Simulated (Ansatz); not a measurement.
Here is the system:

YRh:
```cif
data_RhY
_chemical_formula_sum 'Y1 Rh1'
_space_group_name_H-M_alt 'P 1'
_space_group_IT_number 1
_cell_length_a 3.41641
_cell_length_b 3.41641
_cell_length_c 3.41641
_cell_angle_alpha 90.000
_cell_angle_beta 90.000
_cell_angle_gamma 90.000
loop_
_space_group_symop_operation_xyz
  'x, y, z'
loop_
_atom_site_label
_atom_site_type_symbol
_atom_site_fract_x
_atom_site_fract_y
_atom_site_fract_z
_atom_site_occupancy
Y1 Y 0.50000 0.50000 0.50000 1
Rh1 Rh 0.00000 0.00000 0.00000 1
```

This is the r²SCAN-relaxed structure.

**Question.** All from the program Ansatz at the r²SCAN level (PAW), unless another level is named. Give the density of states at the Fermi level.

**Answer.** 0.39 states/eV per atom (mean over ±0.08 eV).

**Question.** Give the formation energy from the elements (no fitted shifts).

**Answer.** -0.89 eV/atom.

**Question.** What about the gap with spin–orbit coupling?

**Answer.** none (metallic).

Space group Pm-3m (CsCl type). The workflow started from an entry of the Crystallography Open Database (COD). Whether it is the stable phase at ambient conditions was not checked. The r²SCAN relaxation kept the symmetry of its start; its stability against distortions is not shown here. No spin polarisation was allowed. The references are the lowest solids computed at this level, not always the standard phases. Spin–orbit coupling is left out wherever it is not named.

Potentials: the later of the program's two PAW sets.
